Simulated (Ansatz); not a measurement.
## Cd5HgTe6 (P-4m2) at 2 levels of theory

One geometry, relaxed with PBE; plane waves with PAW potentials in Ansatz, scalar-relativistic. No spin polarisation. Gaps are the least over mesh and band path; pressure is positive in compression.

```
Cd Hg Te
1.0
     4.68442    0.00000    0.00000
     0.00000    4.68442    0.00000
     0.00000    0.00000   19.86894
Cd Hg Te
5 1 6
Direct
  0.00000 0.00000 0.83286
  0.00000 0.00000 0.16714
  0.50000 0.50000 0.33359
  0.00000 0.00000 0.50000
  0.50000 0.50000 0.66641
  0.50000 0.50000 0.00000
  0.50000 0.00000 0.08418
  0.00000 0.50000 0.25038
  0.50000 0.00000 0.41680
  0.00000 0.50000 0.58320
  0.50000 0.00000 0.74962
  0.00000 0.50000 0.91582
```

```tsv
level	cutoff (eV)	k mesh	gap (eV)	pressure (GPa)
PBE	420	8×8×2	0.30	0.0
```

What comes out on the same cell with r2SCAN?

```
 level  cutoff (eV)  k mesh  gap (eV)  pressure (GPa)
r2SCAN          500   8×8×2      0.73            -1.1
```

Spin-orbit coupling matters for the bands of heavy elements and is left out.

The cell was found from a structure generator's guess, not taken from experiment.
